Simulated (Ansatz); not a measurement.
Values for one crystal, relaxed and computed with PBE in the plane-wave PAW code Ansatz; other levels are named.

```yaml
volume_per_atom: 18.65 Å³
electronic_character: metallic (no gap)
Formation energy from the elements (no fitted shifts): 0.074 eV/atom
Bulk modulus (Birch–Murnaghan fit): 150 GPa
Pressure derivative B′: 3.8
Gap with spin–orbit coupling: none (metallic)
Density of states at the Fermi level: 2.0 states/eV per atom (mean over ±0.08 eV)
```

Task: Pick the material that matches.
(A) ZrMo, CsCl type
(B) MoPt, CsCl type
(C) TiCo, CsCl type
(D) ZnAu, CsCl type

Result: A, ZrMo, CsCl type

Space group Pm-3m (CsCl type). The start of the workflow was typed in or built on a structure type; neither database checked (COD, Materials Project) lists it. Its standing as an ambient phase is unchecked. Symmetry was held in the PBE relaxation; its stability against distortions is not shown here. No spin polarisation was allowed. The references are the lowest solids computed at this level, not always the standard phases. Spin–orbit coupling is left out wherever it is not named.

Potentials: the later of the program's two PAW sets.
